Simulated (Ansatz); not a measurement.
LiNi2P2:
```yaml
crystal:
  lattice:
    - [-1.86849, 1.86849, 4.56431]
    - [1.86849, -1.86849, 4.56431]
    - [1.86849, 1.86849, -4.56431]
  atoms:
    - { symbol: Li, position: [0.00000, 0.00000, 0.00000] }
    - { symbol: P, position: [0.38154, 0.38154, 0.00000] }
    - { symbol: P, position: [0.61846, 0.61846, 0.00000] }
    - { symbol: Ni, position: [0.75000, 0.25000, 0.50000] }
    - { symbol: Ni, position: [0.25000, 0.75000, 0.50000] }
```

Relaxed with r²SCAN.

### Question
Map the electron localisation function on the plane through (0.000, 0.000, 0.000) spanned by u = [1, 1, 0] and v = [1, 0, 1] in lattice vectors, from DFT-r²SCAN in the program Ansatz with PAW potentials.

### Answer
x is the fraction of u, y of v (the angle between them is 90°; rows are the nearest grid lines); atoms in the plane: Li at (0.00, 0.00), P at (0.38, 0.00), P at (0.62, 0.00), Ni at (0.25, 0.50), Ni at (0.75, 0.50).
```
|@@%    ..:=++.   .#%%#.   .++=:..    %@@|
|@@*    ..:=++-   .#%%#.   -++=:..    *@@|
|@%.   ...:-+**-. -#%%#- .-**+-:...   .%@|
|:.   ....:-+*##*+*####*+*##*+-:....   .:|
|    .::...:-+#%%##****##%%#+-:...::.    |
|   .:::....::=###*+==+*###=::....:::.   |
|  ..::...:::::=**+=--=+**=:::::...::..  |
|  .:::..:---:::-==-..-==-:::---:..:::.  |
|  .:::.:-=+=-:.:-:....:-:.:-=+=-:.:::.  |
|  .::..:-+#+-:.:::.  .:::.:-+#+-:..::.  |
|  .::..:-+#+-:.:::.  .:::.:-+#+-:..::.  |
|  .:::.:-=+=-:.:-:....:-:.:-=+=-:.:::.  |
|  .:::..:---:::-==-..-==-:::---:..:::.  |
|  ..::...:::::=**+=--=+**=:::::...::..  |
|   .:::....::=###*+==+*###=::....:::.   |
|    .::...:-+#%%##****##%%#+-:...::.    |
|:.   ....:-+*##*+*####*+*##*+-:....   .:|
|@%.   ...:-+**-. -#%%#- .-**+-:...   .%@|
|@@*    ..:=++-   .#%%#.   -++=:..    *@@|
|@@%    ..:=++.   .#%%#.   .++=:..    %@@|
```
Scale: ten equal steps from 0.000 (start of ' ') to 0.999 (end of '@'), in the order ' .:-=+*#%@'; x runs from 0.000 to 1.00, y from 0.000 (bottom) to 1.00 (top).

The density is the valence pseudo-density with augmentation charge, so density and ELF within about 1 Å of a nucleus are not all-electron values.

Space group I4/mmm. The workflow started from an entry of the Crystallography Open Database (COD). Its standing as an ambient phase is unchecked. Symmetry was held in the r²SCAN relaxation; its stability against distortions is not shown here. The workflow began spin-polarised and lost its moments.

Potentials: the later of the program's two PAW sets.
